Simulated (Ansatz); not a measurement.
# KI (rock salt), energy against volume

KI (rock salt)

```cif
data_I4K4
_chemical_formula_sum 'I4 K4'
_space_group_name_H-M_alt 'Fm-3m'
_space_group_IT_number 225
_space_group_name_Hall '-F 4 2 3'
_cell_length_a 7.18126
_cell_length_b 7.18126
_cell_length_c 7.18126
_cell_angle_alpha 90.000
_cell_angle_beta 90.000
_cell_angle_gamma 90.000
loop_
_atom_site_label
_atom_site_type_symbol
_atom_site_symmetry_multiplicity
_atom_site_Wyckoff_symbol
_atom_site_fract_x
_atom_site_fract_y
_atom_site_fract_z
_atom_site_occupancy
I1 I 4 a 0.00000 0.00000 0.00000 1
K1 K 4 b 0.50000 0.50000 0.50000 1
```
(The calculation used a cell of 2 atoms; values per cell refer to that cell.)

This relaxed cell (volume V₀) is scaled evenly in all directions, its shape held. Symmetry pins the atoms to their sites.

Calculation: PBE (plane waves to 420 eV, PAW, scalar-relativistic; Ansatz, a program for electronic structure). k mesh 8×8×8 (Γ-centred), Fermi-Dirac smearing 0.05 eV. E stands for the smeared free energy. Stress and pressure are positive under compression. KI was relaxed with its symmetry unable to fall. Spin-orbit coupling is left out, though I is heavy. The relaxed volume of KI is well above the measured one; the method has no dispersion term. ΔE is measured from the relaxed starting cell.

```
a (Å)   ΔE (meV/atom)  P (GPa)
------  -------------  -------
7.0347            6.3     0.77
7.0645            3.9     0.59
7.0940            2.2     0.43
7.1233            1.0     0.28
7.1524            0.2     0.14
7.1813            0.0     0.00
7.2099            0.2    -0.12
7.2383            0.8    -0.23
7.2664            1.8    -0.34
7.2944            3.2    -0.44
7.3221            4.8    -0.53
```

Key numbers:

| Property | Result |
|---|---|
| Pressure at the smallest volume | 0.77 GPa |
| Energy cost of the largest compression | 6.3 meV/atom |
| Energy cost of the largest expansion | 4.8 meV/atom |
| Bulk modulus B₀ (third-order Birch-Murnaghan fit) | 10.6 GPa |
| Pressure derivative B₀′ (fit) | 4.8 |
| Equilibrium volume of the fit | 46.31 Å³/atom |
| Pressure for 5 % compression (fit) | 0.6 GPa |

The 11 points together took roughly 40 core-seconds.

(Under strain, the slope of the energy per volume gives the stress and its curvature an elastic modulus.)
